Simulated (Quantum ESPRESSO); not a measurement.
## WTa3Pt2TiRu (a guest atom moved from site to site)

Simulated, not a measurement. The program is pw.x of Quantum ESPRESSO 7.5 (plane-wave density functional theory). The cell is made up: eight metal atoms on a face-centred cubic lattice, with elements, volume, strain and displacements drawn at random and not relaxed, so it may be unstable or far from any real phase. PseudoDojo standard norm-conserving files set the functional (PBE unless stated); there is no spin polarisation or spin-orbit coupling, the Fermi-Dirac width of 0.25 eV means electrons at about 2900 K, and the masses in the input are unused placeholders. Heavy elements are run without spin-orbit coupling, which real alloys of them have. A spin test at this wide smearing found no moment, but such smearing suppresses magnetism that the real alloy may have.

The runs move one W atom among sites that otherwise hold Ta. Cell, positions, cutoff, mesh and smearing stay as in the input of run 1; sites are counted in its order. Stress in the tables is positive in tension.

Input of run 1:

```
&control calculation='scf', pseudo_dir='./dojo.nc.sr.pbe.v0_5.standard.upf', outdir='./o', disk_io='minimal', tprnfor=.true., tstress=.true. /
&system ibrav=0, nat=8, ntyp=5, nbnd=77, ecutwfc=84.00895049, nosym=.true., tot_charge=0,
 occupations='smearing', smearing='fd', degauss=0.0183746611
/
&electrons conv_thr=1.470e-08, electron_maxstep=70, mixing_beta=0.5 /
ATOMIC_SPECIES
Pt 1.0 Pt.upf
Ru 1.0 Ru.upf
Ta 1.0 Ta.upf
Ti 1.0 Ti.upf
W 1.0 W.upf
CELL_PARAMETERS angstrom
2.0135 3.9726 2.026
0.0405 3.9349 -4.0172
-3.9215 3.9114 0.0169
ATOMIC_POSITIONS angstrom
W -0.0905 -0.0378 0.1185
Ta -1.9927 1.826 -0.1753
Pt -0.2702 1.9929 -1.9727
Ta -2.0357 4.0027 -2.1049
Ti -0.0793 3.9785 -0.2528
Pt -1.997 5.8366 0.0772
Ru 0.0552 6.1381 -1.9468
Ta -2.0691 8.0299 -1.9963
K_POINTS automatic
5 5 5 1 1 1
```

| run | elements on sites 1 to 8 | free energy less that of run 1 (eV) | -TS (eV) | pressure (GPa) | stress xx (GPa) | stress yy (GPa) | stress zz (GPa) | stress yz (GPa) | stress xz (GPa) | stress xy (GPa) | iterations |
| --- | --- | --- | --- | --- | --- | --- | --- | --- | --- | --- | --- |
| 1 | W Ta Pt Ta Ti Pt Ru Ta | 0.000 | -1.517 | 18.06 | -20.27 | -13.96 | -19.96 | 1.69 | 0.65 | -0.70 | 15 |
| 2 | Ta W Pt Ta Ti Pt Ru Ta | -0.161 | -1.540 | 17.97 | -22.48 | -10.64 | -20.80 | 1.31 | 0.89 | 0.67 | 18 |
| 3 | Ta Ta Pt W Ti Pt Ru Ta | -0.033 | -1.507 | 17.86 | -22.20 | -14.00 | -17.38 | 0.61 | 0.83 | 0.05 | 18 |
| 4 | Ta Ta Pt Ta Ti Pt Ru W | 0.065 | -1.524 | 18.17 | -20.53 | -14.19 | -19.79 | 2.28 | 0.84 | 1.25 | 16 |

Forces Fx Fy Fz (eV/Å):

| site | run 1 | run 2 | run 3 | run 4 |
| --- | --- | --- | --- | --- |
| 1 | 1.06 0.28 -1.55 | 1.18 0.16 -2.12 | 1.07 0.22 -1.84 | 1.84 0.18 -1.48 |
| 2 | -0.53 1.75 2.04 | -0.85 1.45 2.19 | -0.77 1.76 2.15 | -1.16 1.74 2.14 |
| 3 | 3.39 -0.83 -0.43 | 3.42 -0.89 -0.33 | 3.46 -0.90 -0.37 | 3.34 -0.87 -0.45 |
| 4 | -1.71 1.23 1.53 | -2.08 1.41 1.45 | -1.75 1.22 1.09 | -2.46 1.23 1.17 |
| 5 | 0.18 -0.63 1.72 | -0.18 -0.64 1.89 | -0.36 -0.72 1.18 | 0.35 -0.67 1.40 |
| 6 | -0.77 1.37 -1.57 | -0.63 1.42 -1.63 | -0.64 1.29 -1.74 | -0.67 1.37 -1.64 |
| 7 | -1.88 -0.66 -1.53 | -2.20 -0.80 -1.52 | -2.24 -0.69 -1.15 | -2.08 -0.80 -1.43 |
| 8 | 0.26 -2.51 -0.20 | 1.34 -2.11 0.06 | 1.24 -2.18 0.69 | 0.85 -2.18 0.27 |

The sites are displaced and not relaxed, so the energy differences mix bonding between neighbours with strain and are not ordering energies. A rerun of one cell of this series at a higher cutoff and on a denser mesh moved values by no more than 0.005 eV in energy, 0.02 GPa in stress and 0.006 eV/Å in force, and a second program with other atomic files agreed on that cell to 2 % rms in force and 0.5 GPa in pressure.